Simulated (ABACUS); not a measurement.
Input and output of a self-consistent single point for Ti (P6/mmm, 3 atoms in the cell; from Materials Project mp-72, changed as shown) (ABACUS).

All values come from this method and carry its errors: PBEsol, PseudoDojo 0.4 standard norm-conserving PBEsol (tails mended) pseudopotentials (plane waves; ABACUS 3.10.1).

The change in words: lattice vector c scaled by 0.98. Reference geometry (P6/mmm):
```
Ti
1.0
    4.65552     0.00000     0.00000
   -2.32776     4.03180     0.00000
    0.00000     0.00000     2.88079
Ti
3
Direct
  0.00000   0.00000   0.00000
  0.33333   0.66667   0.50000
  0.66667   0.33333   0.50000
```

Reference input (self-consistent single point, DFT, PBEsol, plane waves, PseudoDojo 0.4 standard norm-conserving PBEsol (tails mended) pseudopotentials): KPT = Gamma 8 8 11 0 0 0; basis_type = pw; dft_functional = PBESOL; ecutwfc = 84 Ry; smearing_method = fd; smearing_sigma = 0.00734986 Ry; potentials = PseudoDojo 0.4 standard norm-conserving PBEsol (tails mended); symmetry = 1; symmetry_prec = 1e-05; ks_solver = dav_subspace; scf_nmax = 100; scf_thr = 1.0e-09 Ry. This run's input differs from it in these lines:

```diff
@@ -30,3 +30,3 @@
   -2.3277600000    4.0317980000    0.0000000000
-   0.0000000000    0.0000000000    2.8807860000
+   0.0000000000    0.0000000000    2.8231700000
 
@@ -39,4 +39,4 @@
    0.0000000000    0.0000000000    0.0000000000
-  -0.0000043988    5.0793318795    2.7219482818
-   4.3988332827    2.5396621303    2.7219482818
+  -0.0000043988    5.0793318795    2.6675090516
+   4.3988332827    2.5396621303    2.6675090516
 # file: KPT
```

Output (repeated stretches shortened):

```
 SELF-CONSISTENT
 -------------------------------------------
                                 init_chg = atomic

 PW ALGORITHM --------------- ION=   1  ELEC=   1--------------------------------

 Notice: Threshold on eigenvalues was too large.

 Density error is 0.154215501351
                          Error Threshold = 0.000422357780046
 E_KohnSham     -355.7486907272      -4840.2092499302
 E_Fermi        0.9828274273         13.3720531624

 PW ALGORITHM --------------- ION=   1  ELEC=   2--------------------------------

 Density error is 1.34523156182
                          Error Threshold = 0.00042837639264
   [... lines left out ...]

 Density error is 1.02020377823e-08
                          Error Threshold = 2.06850923392e-10
 E_KohnSham     -355.8047984800      -4840.9726350691
 E_Fermi        0.9453794113         12.8625467656

 PW ALGORITHM --------------- ION=   1  ELEC=  11--------------------------------

 Density error is 1.70950751586e-10
                          Error Threshold = 2.83389938397e-11
 E_KohnSham     -355.8047984806      -4840.9726350776
 E_KS(sigma->0) -355.8007158508      -4840.9170880498
 E_entropy(-TS) -0.0081652596        -0.1110940555
 E_Fermi        0.9453810218         12.8625686771
 charge density convergence is achieved
 final etot is -4840.9726351 eV
 EFERMI = 12.862568677 eV

 STATE ENERGY(eV) AND OCCUPATIONS    NSPIN == 1
   [... 25 lines left out ...]

 TOTAL-FORCE (eV/Angstrom)
                       Ti1         0.0000000000         0.0000000000         0.0000000000
                       Ti2         0.0000000000         0.0000000000         0.0000000000
                       Ti3         0.0000000000         0.0000000000         0.0000000000

 TOTAL-STRESS (KBAR)
       -82.7383770586        -0.0000000000        -0.0000000000
         0.0000000000       -82.7384011847         0.0000000000
        -0.0000000000        -0.0000000000       -49.5567108060
 TOTAL-PRESSURE: -71.677830 KBAR

 --------------------------------------------
 !FINAL_ETOT_IS -4840.9726350775808896 eV
 --------------------------------------------
```

The run converged in 11 iterations. Against the reference run the free energy drops by 15.9 meV/atom and the pressure goes from -9.04 to -7.17 GPa.

The structure comes from a collection of computed structures, made at another level of theory; the collection holds predicted forms beside known ones. Its lattice was then scaled.

Cost on one core: about 4 core-minutes (a rough figure).

“Tails mended”: in these copies of the files the far tail of each local potential was reset to the Coulomb form.
